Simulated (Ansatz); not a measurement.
Values for one crystal, relaxed and computed with the program Ansatz at the r²SCAN level (PAW); other levels are named.

```yaml
volume_per_atom: 16.24 Å³
band_gap: 3.79 eV (indirect)
smallest_direct_gap_on_the_standard_path: 4.08 eV
valence_band_maximum: at Γ
conduction_band_minimum: at F (3 equivalent valleys)
Formation energy from the elements (no fitted shifts): -2.93 eV/atom
```

Task: Which compound is it?
A. SiS2, Ibam (Si on 4a, S on 8j)
B. SrCl2, fluorite
C. HgF, I4/mmm (Hg on 4e, F on 4e)
D. RbLuO2, R-3m (Rb on 3a, Lu on 3b, O on 6c)

Result: D, RbLuO2, R-3m (Rb on 3a, Lu on 3b, O on 6c)

The workflow started from a Materials Project entry (that database holds measured and hypothetical structures alike); the Crystallography Open Database files this formula in space group No. 166, but the cells were not matched. Whether it is the stable phase at ambient conditions was not checked. The cell was relaxed with r²SCAN under the symmetry of its start; its stability against distortions is not shown here. The references are the lowest solids computed at this level, not always the standard phases (solids in place of the gases). Spin–orbit coupling is left out wherever it is not named.

Potentials: the later of the program's two PAW sets.
